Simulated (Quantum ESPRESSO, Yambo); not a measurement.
# Levels of theory for the gap of Mg$_{3}$ZnO$_{4}$

Mg$_{3}$ZnO$_{4}$ (space group Pm-3m, No. 221): one geometry, one set of PBEsol (Quantum ESPRESSO, PseudoDojo norm-conserving, 84 Ry, scalar-relativistic) orbitals, self-energies from Yambo (4×4×4 Γ-centred k mesh, bands 8 to 167 and a 8 Ry block in the screening, 167 bands in G with the Bruneval-Gonze terminator, plasmon pole fitted at 27.2 eV).

The geometry is that of Materials Project entry mp-1024045, symmetrised and not relaxed again.

```json
[
 {"level": "PBEsol (Quantum ESPRESSO)", "gap R → Γ (eV)": "2.10", "direct gap at Γ (eV)": "3.09", "rough Yambo cost": "–"},
 {"level": "exchange only (Hartree-Fock self-energy on PBEsol orbitals)", "gap R → Γ (eV)": "11.95", "direct gap at Γ (eV)": "12.80", "rough Yambo cost": "about 1/20 (8 states)"},
 {"level": "static COHSEX@PBEsol", "gap R → Γ (eV)": "4.75", "direct gap at Γ (eV)": "6.06", "rough Yambo cost": "within a factor of two (3 states)"},
 {"level": "G0W0@PBEsol, plasmon pole", "gap R → Γ (eV)": "4.01", "direct gap at Γ (eV)": "5.00", "rough Yambo cost": "1 (8 states)"}
]
```

Bare exchange has no screening and gives the widest gap; static COHSEX screens it but leaves out the frequency dependence, which G0W0 restores.

Costs are rough ratios of core time on shared machines.

Nearest settings tried, and what they do to the gap: 114 bands in G: +18 meV; 114 bands in W, 114 bands in G: +96 meV; 7 Ry block (179 vectors against 251): -37 meV; 2×2×2 mesh: -91 meV. So the settings aren't converged at that level. Oxides, nitrides and fluorides with a shallow 3d shell are known to need far more bands and larger blocks.

The structure is a Materials Project entry; no match was found in the copy of COD used, and its stability was not checked.
